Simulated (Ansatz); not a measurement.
Input and command of a calculation in Ansatz (plane waves; scalar-relativistic PAW potentials unless the input names others):

```yaml
crystal:
  lattice:
    - [0.0, 2.5478560679, 2.5478560679]
    - [2.5478560679, 0.0, 2.5478560679]
    - [2.5478560679, 2.5478560679, 0.0]
  atoms:
    - { symbol: OSx, position: [0.5, 0.5, 0.5] }
    - { symbol: Ir, position: [0.0, 0.0, 0.0] }
basis:
  ecutwfc: 500
kpoints:
  mp_grid: { grid: [18, 18, 18] }
hamiltonian:
  xc: r2scan
scf:
  occupations: { method: gaussian, width: 0.1 }
  max_iter: 50
output:
  forces: true
  eigenvalues: true
  stress: true
relax:
  adjacent_minimum: "off"
  f_tol: 0.01
  max_steps: 80
  cell: { stress_tol: 0.05 }
```

```bash
ansatz run input.yaml --threads 1 --pin off --max-ram 3072MiB --backend cpu --events-out ev --progress --plain --runs-dir out
```

Question: What is wrong with this input?

Answer: The program refuses it, because of an unknown element (crystal.atoms[0].symbol: "Os" → "OSx"). With the sound run's settings it is accepted.

Abridged log:
```
Error: YAML parse error: error: line 7 column 17: `OSx` is not an element symbol (H … Og, case-exact)
 --> <input>:7:17
  |
5 |     - [2.5478560679, 2.5478560679, 0.0]
6 |   atoms:
7 |     - { symbol: OSx, position: [0.5, 0.5, 0.5] }
  |                 ^ `OSx` is not an element symbol (H … Og, case-exact)
8 |     - { symbol: Ir, position: [0.0, 0.0, 0.0] }
9 | basis:
  |
```